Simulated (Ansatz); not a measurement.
HfO₂:
```
CELL_PARAMETERS angstrom
      5.11421     0.00000     0.00000
      0.00000     5.18193     0.00000
     -0.87078     0.00000     5.22381
ATOMIC_POSITIONS crystal
  Hf 0.27620 0.45815 0.70826
  Hf 0.72380 0.54185 0.29174
  Hf 0.72380 0.95815 0.79174
  Hf 0.27620 0.04185 0.20826
  O  0.44797 0.74233 0.97847
  O  0.55203 0.25767 0.02153
  O  0.55203 0.24233 0.52153
  O  0.44797 0.75767 0.47847
  O  0.07005 0.33376 0.34403
  O  0.92995 0.66624 0.65597
  O  0.92995 0.83376 0.15597
  O  0.07005 0.16624 0.84403
```

Relaxed with r²SCAN. Special points in fractions of this cell's reciprocal vectors: Γ (0.000, 0.000, 0.000); Z (0.000, 0.500, 0.000); D (0.000, 0.500, 0.500); B (0.000, 0.000, 0.500); A (-0.500, 0.000, 0.500); E (-0.500, 0.500, 0.500); C2 (-0.500, 0.500, 0.000); Y2 (-0.500, 0.000, 0.000).

Problem. List the band energies nearest the valence-band maximum at these points for r²SCAN with spin–orbit coupling (plane waves, PAW; program Ansatz).

Solution. In eV from the valence-band maximum; about four levels below and three above (degenerate sets whole), none deeper than 8.9 eV; points with the same levels are listed once.

| k | below | above |
|---|---|---|
| Γ | -0.19 -0.19 0.00 0.00 | 5.04 5.04 5.65 5.65 |
| Z | -0.46 -0.46 -0.46 -0.46 | 5.54 5.54 5.54 5.54 |
| D | -0.67 -0.67 -0.62 -0.62 | 5.45 5.45 5.50 5.50 |
| B | -0.49 -0.49 -0.49 -0.49 | 5.26 5.26 5.26 5.26 |
| A | -0.50 -0.50 -0.50 -0.50 | 4.89 4.89 4.89 4.89 |
| E | -0.77 -0.77 -0.69 -0.69 | 5.06 5.06 5.11 5.11 |
| C2 | -0.62 -0.62 -0.62 -0.62 | 5.26 5.26 5.26 5.26 |
| Y2 | -0.44 -0.44 -0.09 -0.09 | 4.59 4.59 5.63 5.63 |

Space group P2_1/c. The r²SCAN relaxation kept the symmetry of its start. The run is not spin-polarised.

Potentials: the earlier of the program's two PAW sets.
